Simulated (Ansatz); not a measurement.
Suppose Te₄W takes space group F-43m (No. 216), with Te on 16e; W on 4d.

All numbers below come from DFT PBE, scalar-relativistic, plane waves, PAW (Ansatz). Cutoff 420 eV, Γ-centred mesh, Gaussian smearing, no spin polarisation.

The zero of energy is the elements' standard structures at the same level; no fitted shifts are applied.

Q: Give the relaxed lattice parameters and positions.

A:

Space group F-43m (No. 216). a = 8.714 Å, b = 8.714 Å, c = 8.714 Å, α = 90.00°, β = 90.00°, γ = 90.00°
```
atom  site  symmetry       x       y       z
  Te   16e       .3m  0.6244  0.1244  0.8756
   W    4d      -43m  0.2500  0.2500  0.7500
```

Te is surrounded by 6 Te at 3.07–3.10 Å and 3 W at 3.61 Å; W has 12 Te at 3.61 Å. Another local minimum with the same sites may exist.

Q: And its energy and gap?

A: The formation energy is +1.73 eV/atom. The gap on the 8×8×8 mesh of the 5-atom cell is 0 eV (a metal). A positive value: parting into the elements would lower its energy.

The last run used Gaussian smearing of 0.10 eV. Spin–orbit coupling, which can matter for Te and W, is left out. The cell is a metal run without spin; a magnetic state may lie lower. The reference form of Te is held partly by dispersion forces, which this level lacks. A structure relaxed within its symmetry needn't be a true minimum. Another cell of Te4W relaxed alike, in Cmmm, lies 1.51 eV/atom lower, so this cell isn't the stable form at this level.
